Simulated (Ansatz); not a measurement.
An Ansatz (an electronic-structure program) run. Input:

Ansatz 0.2 input:
```yaml
crystal:
  lattice:
    - [0.0, 2.8009629634, 2.8009629634]
    - [2.8009629634, 0.0, 2.8009629634]
    - [2.8009629634, 2.8009629634, 0.0]
  atoms:
    - { symbol: Na, position: [0.0, 0.0, 0.0] }
    - { symbol: Cl, position: [0.5, 0.5, 0.5] }
kpoints:
  mp_grid: { grid: [6, 6, 6] }
hamiltonian:
  xc: hse06
  pseudopotentials: { azcp: { folder: ./paw }, kind: paw }
scf:
  n_extra_bands: 6
  occupations: { method: fixed }
output:
  eigenvalues: true
  eigenstates:
    e_range: [-9.0, 15.5]
    kpoints:
      - [0.0, 0.0, 0.0]  # VBM
      - [0.0, 0.0, 0.0]  # CBM
      - [0.0, 0.0, 0.0]  # GAMMA
      - [0.5, 0.0, 0.5]  # X
      - [0.5, 0.5, 0.5]  # L
      - [0.5, 0.25, 0.75]  # W
      - [0.375, 0.375, 0.75]  # K
      - [0.625, 0.25, 0.625]  # U
```

Output (shortened):

```
Pseudopotential: Na, paw, valence charge 9
Pseudopotential: Cl, paw, valence charge 7
Functional definition: HSE06
davidson cushion auto → on  (no smearing: the cushion is to keep the highest requested band from converging to the state above it …
Crystal: 2 atoms, lattice volume = 43.949 Å³
Basis set: ecut = 420 eV, 869 PW (Γ)
Bands: 14, of which v1, the nominal top of the filled ones, is band 8 counted from 1 (7 counted from 0)
Symmetry: 48 space group operations
Space group: Fm-3m (ITA 225), of the structure as read, at distance tolerance 3.5e-5 Å
k-points: 16 of 216
SCF iter   1: F=—  HF=-2570.494775 eV  |F-HF|=—  |Δ(HF+E_count)|=         —  Δρ=7.50e-2  dr2=1.95e0  ethr=1.00e-1  ⟨swp⟩=6.2  Hψ=846  notcnv=0
preconditioner: auto → none
iter 2 solved again at ethr=7.00e-4 eV; its pass at ethr=1.22e-2 eV (dr2=1.12e-1 eV) is discarded
SCF iter   2: F=—  HF=-2569.569006 eV  |F-HF|=—  |Δ(HF+E_count)|=   9.26e-1  Δρ=1.48e-2  dr2=1.12e-1  ethr=7.00e-4  ⟨swp⟩=2.1  Hψ=1176  notcnv=0
SCF iter   3: F=—  HF=-2569.544778 eV  |F-HF|=—  |Δ(HF+E_count)|=   2.42e-2  Δρ=5.69e-3  dr2=1.27e-2  ethr=7.00e-4  ⟨swp⟩=2.0  Hψ=512  notcnv=0
SCF iter   4: F=-2569.545490 eV  HF=-2569.545584 eV  |F-HF|=9.43e-5  |Δ(HF+E_count)|=   8.06e-4  Δρ=1.26e-3  dr2=1.03e-3  ethr=7.97e-5  ⟨swp⟩=3.4  Hψ=638  notcnv=0
SCF 1 stopped early in 4 iterations: F = -2569.545490 eV  dr2 = 1.03e-3
Crystal: 2 atoms, lattice volume = 43.949 Å³
Exchange kernel: α = 0.2500, screened, ω = 0.2079 Å⁻¹, Wigner–Seitz truncation, v(0) = 1046.5885 eV·Å³, q-mesh 6×6×6, nearest image of the exchange supercell L …
Frozen-core exchange: fock
SCF iter   1: F=—  HF=-2570.499399 eV  |F-HF|=—  |Δ(HF+E_count)|=         —  Δρ=5.64e-3  dr2=9.59e-3  ethr=6.43e-5  ⟨swp⟩=5.0  Hψ=889  notcnv=0
preconditioner: auto → none
SCF iter   2: F=—  HF=-2570.496569 eV  |F-HF|=—  |Δ(HF+E_count)|=   2.83e-3  Δρ=1.52e-3  dr2=7.86e-4  ethr=5.45e-5  ⟨swp⟩=3.0  Hψ=559  notcnv=0
SCF iter   3: F=—  HF=-2570.497984 eV  |F-HF|=—  |Δ(HF+E_count)|=   1.42e-3  Δρ=4.87e-4  dr2=7.64e-5  ethr=3.88e-6  ⟨swp⟩=3.1  Hψ=580  notcnv=0  defer=1
SCF iter   4: F=—  HF=-2570.497973 eV  |F-HF|=—  |Δ(HF+E_count)|=   1.11e-5  Δρ=6.73e-5  dr2=2.70e-6  ethr=4.23e-7  ⟨swp⟩=3.0  Hψ=560  notcnv=0
SCF iter   5: F=-2570.497973 eV  HF=-2570.497973 eV  |F-HF|=5.00e-9  |Δ(HF+E_count)|=   5.37e-7  Δρ=6.35e-6  dr2=7.45e-7  ethr=1.22e-8  ⟨swp⟩=3.1  Hψ=699  notcnv=0
SCF 2 stopped early in 5 iterations: F = -2570.497973 eV  dr2 = 7.45e-7
hybrid outer 1: dexx = +1.790e-3 eV, tail = 1.35e-5 eV
Crystal: 2 atoms, lattice volume = 43.949 Å³
Exchange kernel: α = 0.2500, screened, ω = 0.2079 Å⁻¹, Wigner–Seitz truncation, v(0) = 1046.5885 eV·Å³, q-mesh 6×6×6, nearest image of the exchange supercell L …
Frozen-core exchange: fock
SCF iter   1: F=—  HF=-2570.497927 eV  |F-HF|=—  |Δ(HF+E_count)|=         —  Δρ=5.37e-5  dr2=6.25e-7  ethr=4.21e-7  ⟨swp⟩=2.4  Hψ=519  notcnv=0
preconditioner: auto → none
iter 2 solved again at ethr=2.43e-11 eV; its pass at ethr=3.42e-9 eV (dr2=3.88e-9 eV) is discarded
SCF iter   2: F=-2570.497927 eV  HF=-2570.497927 eV  |F-HF|=2.42e-9  |Δ(HF+E_count)|=   2.35e-7  Δρ=5.79e-6  dr2=1.09e-8  ethr=2.43e-11  ⟨swp⟩=3.0  Hψ=1286  notcnv=0
SCF 3 converged in 2 iterations: F = -2570.497927 eV  dr2 = 1.09e-8
hybrid outer 2: dexx = +6.528e-8 eV, tail = 2.87e-8 eV, Δε = 2.69e-3 eV (about 2.43e-4 eV left of the loop's levels)
NSCF: frozen V_eff on 8 k-points
hybrid SCF converged: 2 outer / 7 inner (+4 warm-up), last move |dexx| = 6.53e-8 eV, tail = 2.87e-8 eV
Stability not checked (fock_operator)
Free energy (F): -2570.497927 eV
Frozen-core exchange: fock
Harris-Foulkes:  -2570.497927 eV  (|F-HF|=2.42e-9)
Internal energy: -2570.497927 eV  (E = F + TS)
E sigma→0 (E₀):  -2570.497927 eV
Fermi energy:    0.208035 eV
--- Per-component energies (eV) ---
  E_band       = -271.064686
  E_kinetic    = 267.887473
  E_local      = -1670.976255  (includes V_loc(G=0)·N_el)
  E_nonlocal   = 309.751503
  E_hartree    = 564.603482
  E_xc         = -117.127633
  E_vxc        = -132.292064  (∫ρ·V_xc dr)
  E_exx        = -58.447494  (= α·E_x^exact, valence–valence)
  E_paw        = -923.527748  (= ΣΔE_a)
  E_vpaw       = -57.746225  (= ΣTr[D̂ρ^β])
  E_aug_tail   = 0.000122  (compensation charges beyond the density's cutoff)
  E_ewald      = -942.516315
  E_core_change = -0.145062  (= ΣΔE_core)
  E_smearing   =  0.000000  (= −TS)
  E_closure    = 0.000000  (closes the sum)
  Σ components = -2570.497927   (vs F -2570.497927, Δ=-4.55e-13)
  [band-id]    e_kinetic+e_local+e_nonlocal+2·e_hartree+e_vxc+2·e_exx+e_vpaw+e_augmentation_tail = -271.063471   (vs E_band -271.064686, Δ=1.21e-3)
--- Band table (eV; the first three rows and the last of 16) ---
  k-point 0: bands = ["-52.4081", "-22.5740", "-22.5740", "-22.5740", "-13.6882", "0.2080", "0.2080", "0.2080", "6.7729", "12.7833", "12.7833", "12.7833", "15.0547", "15.0547"]
  k-point 1: bands = ["-52.4079", "-22.5818", "-22.5744", "-22.5744", "-13.5967", "-0.4299", "0.1305", "0.1305", "7.6117", "11.9783", "13.0910", "13.0910", "14.7463", "14.7463"]
  k-point 2: bands = ["-52.4075", "-22.5972", "-22.5753", "-22.5753", "-13.4054", "-1.4559", "-0.0178", "-0.0178", "8.7076", "11.8966", "12.9369", "12.9369", "15.8638", "15.8638"]
  k-point 15: bands = ["-52.4069", "-22.5917", "-22.5855", "-22.5839", "-13.2338", "-1.3789", "-0.8000", "-0.5770", "10.1617", "10.4816", "12.3022", "13.9663", "17.2715", "18.2144"]
```

Cost: very roughly 90 core-seconds on shared cores.

The points marked VBM and CBM come from a semilocal run.

Symmetry was held in the PBEsol relaxation; phonons on a q-mesh show no instability.

Potentials: the earlier of the program's two PAW sets.

Ansatz is a plane-wave DFT program.
